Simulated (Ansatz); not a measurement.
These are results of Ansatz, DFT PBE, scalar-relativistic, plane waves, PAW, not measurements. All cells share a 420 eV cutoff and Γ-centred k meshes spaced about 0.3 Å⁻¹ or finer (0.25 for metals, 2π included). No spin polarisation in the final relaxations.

All energies are static (0 K, no zero-point motion). All come from trial cells, and lower structures may exist.

Problem. Which of these relaxed structures of Ga2GeSe2 is the lowest in energy?
A.

```
CELL_PARAMETERS angstrom
3.89535 0.00000 0.00000
-1.94768 3.37348 0.00000
0.00000 0.00000 20.97752
ATOMIC_POSITIONS crystal
Ga 0.66667 0.33333 0.63865
Ga 0.33333 0.66667 0.36135
Ga 0.00000 0.00000 0.05871
Ga 0.00000 0.00000 0.94129
Ge 0.33333 0.66667 0.47871
Ge 0.66667 0.33333 0.52129
Se 0.00000 0.00000 0.30759
Se 0.00000 0.00000 0.69241
Se 0.66667 0.33333 0.88732
Se 0.33333 0.66667 0.11268
```

B.

```
CELL_PARAMETERS angstrom
3.88352 0.00000 0.00000
-1.94176 3.36323 0.00000
0.00000 0.00000 22.25115
ATOMIC_POSITIONS crystal
Ga 0.66667 0.33333 0.76718
Ga 0.66667 0.33333 0.65603
Ga 0.33333 0.66667 0.23282
Ga 0.33333 0.66667 0.34397
Ge 0.33333 0.66667 0.01736
Ge 0.66667 0.33333 0.98264
Se 0.00000 0.00000 0.60475
Se 0.00000 0.00000 0.81858
Se 0.00000 0.00000 0.18142
Se 0.00000 0.00000 0.39525
```

C.

```
CELL_PARAMETERS angstrom
2.02424 1.16870 7.99291
-2.02424 1.16870 7.99291
0.00000 -2.33739 7.99291
ATOMIC_POSITIONS crystal
Ga 0.20296 0.20296 0.20296
Ga 0.79704 0.79704 0.79704
Ge 0.00000 0.00000 0.00000
Se 0.59940 0.59940 0.59940
Se 0.40060 0.40060 0.40060
```

Solution. A. It has space group P-3m1 (No. 164); the next, B, with space group P-3m1 (No. 164), lies 96 meV/atom higher. Counting Ge or Se atoms around Ga (for each partner element, those within 1.25 times its shortest distance or 1.15 times the sum of covalent radii, where it is the nearest in units of that sum or under 1.3; a slash parts the counts of unlike sites), the lowest has Ga 3/4 and the next has Ga 3. The lowest and the next both hold Ge–Ge nets.

No dispersion correction is applied, so the spacing and binding between layers, chains or molecules are poorly described (P-3m1 at 27.6 Å³/atom, P-3m1 at 29.1 Å³/atom), and this can change margins and order among such cells. Cells relaxed within their symmetry can be saddle points. Some candidate types were left out of the draw beforehand, so a known form may be missing.
